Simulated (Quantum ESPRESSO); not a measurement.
**Kohn-Sham bands of InCl (Cmc2₁)**

```
CELL_PARAMETERS angstrom
      4.41144     0.00000     0.00000
      0.00000     0.00000    -4.54415
     -2.20572     6.21994     0.00000
ATOMIC_POSITIONS crystal
  In 0.61362 0.74990 0.22724
  In 0.38638 0.24990 0.77276
  Cl 0.84446 0.73410 0.68892
  Cl 0.15554 0.23410 0.31108
```

Structure: Materials Project mp-571636, symmetrised, not relaxed again. Not found in the COD (Crystallography Open Database) copy used, which has the formula in other groups; not checked further. Method: PBEsol plane waves in Quantum ESPRESSO 7.5 (PseudoDojo norm-conserving files, 56 Ry, spinors with spin-orbit coupling), Bloch states on a 6×4×6 mesh through Γ, Wannier90 4.0.1. Density: 8×8×8 mesh, cold smearing 0.01 Ry.

Energies are relative to the valence-band maximum; weights are on the orthonormalised atomic waves of the pseudopotential files, averaged over the group. 40 electrons a cell are treated as valence.

Into which isolated groups do the bands fall, where do they lie and what are they made of?


```
bands  from (eV)  to (eV)  filling              weight on atomic waves
-----  ---------  -------  -------  ----------------------------------
1–4       -14.76   -14.58   filled   Cl 3s 77 %, In 4d 15 %, In 5p 7 %
5–12      -14.14   -13.97   filled               In 4d 94 %, Cl 3s 5 %
13–24     -13.30   -13.14   filled                          In 4d 98 %
25–40      -5.50    -0.01   filled  Cl 3p 67 %, In 5s 22 %, In 5p 10 %
```

The Kohn-Sham gap over both meshes and the path is 1.31 eV.
